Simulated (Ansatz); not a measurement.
CsSnI3 (cubic perovskite)

```yaml
crystal:
  lattice:
    - [6.22445, 0.00000, 0.00000]
    - [0.00000, 6.22445, 0.00000]
    - [0.00000, 0.00000, 6.22445]
  atoms:
    - { symbol: Cs, position: [0.00000, 0.00000, 0.00000] }
    - { symbol: Sn, position: [0.50000, 0.50000, 0.50000] }
    - { symbol: I, position: [0.00000, 0.50000, 0.50000] }
    - { symbol: I, position: [0.50000, 0.50000, 0.00000] }
    - { symbol: I, position: [0.50000, 0.00000, 0.50000] }
```

Scan: atom 1 (Cs, nearest neighbour I at 4.401 Å; its periodic images, 6.2 Å or more away, move with it) is displaced along Cartesian [111], direction (0.577, 0.577, 0.577) in Cartesian axes, by s. The other atoms stay.

All values below come from r2SCAN (plane waves to 500 eV, PAW, scalar-relativistic; Ansatz, an electronic-structure program). k mesh 5×5×5 (Γ-centred), Fermi-Dirac smearing 0.05 eV. E stands for the smeared free energy. On this mesh the relaxed cell isn't quite at rest: it carries a pressure of -0.1 GPa (compression positive) at the zero of the scan. CsSnI3 was relaxed with its symmetry unable to fall. Spin-orbit coupling is left out, though I is heavy. This is a high-temperature form of CsSnI3. The zero of ΔE is the undisplaced structure.

```tsv
s (Å)	ΔE (meV/cell)
-1.320	588
-1.056	262
-0.792	99
-0.528	withheld
-0.264	5
0.000	0
0.264	5
0.528	withheld
0.792	99
1.056	262
1.320	588
```

Fit an even polynomial form (powers 2, 4) to the given rows and predict ΔE at s = -0.528.

Least squares on the 9 given rows: ΔE = (54.98)·s² + (162.0)·s⁴, in meV/cell with s in Å; root-mean-square residual 0.6 meV/cell. At -0.528 the fit gives 28 meV/cell; the calculation gives 29 meV/cell, so the interpolation is off by -1 (-3.4 %). The quadratic term alone would give 15 meV/cell.

(For displaced atoms, the force is minus the slope of the energy, and its curvature is a force constant, which sets phonon frequencies.)
